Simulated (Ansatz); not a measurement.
MgPd (CsCl type, Pm-3m) under volume change, the program Ansatz at the PBEsol level (PAW), scaled uniformly.

| V (Å³/atom) | E − E(relaxed) (meV/atom) | P (GPa) |
|---|---|---|
| 14.147 | 48.5 | 12.11 |
| 14.614 | (withheld) | (withheld) |
| 15.080 | 4.8 | 3.39 |
| 15.547 | 0.0 | 0.00 |
| 16.013 | 4.3 | -2.87 |
| 16.479 | (withheld) | (withheld) |
| 16.946 | 34.8 | -7.36 |

Problem. What belongs in the gaps?

Solution. 
- 16.479, E − E(relaxed) (meV/atom): 16.3
- 16.479, P (GPa): -5.30
- 14.614, E − E(relaxed) (meV/atom): 20.3
- 14.614, P (GPa): 7.38

Problem. What does a third-order Birch–Murnaghan fit give for V₀, B₀ and B′?

Solution. V₀ = 15.55 Å³/atom, B₀ = 104 GPa, B′ = 4.5.

The first step of the workflow began from a Materials Project structure, measured or hypothetical; the Crystallography Open Database files this formula in space group No. 221, but the cells were not matched. Its standing as an ambient phase is unchecked. Symmetry was held in the PBEsol relaxation. At this level the phase is mechanically unstable. The run is not spin-polarised. Scalar-relativistic: spin–orbit coupling is off unless named, which matters more the heavier the elements.

Potentials: the later of the program's two PAW sets.
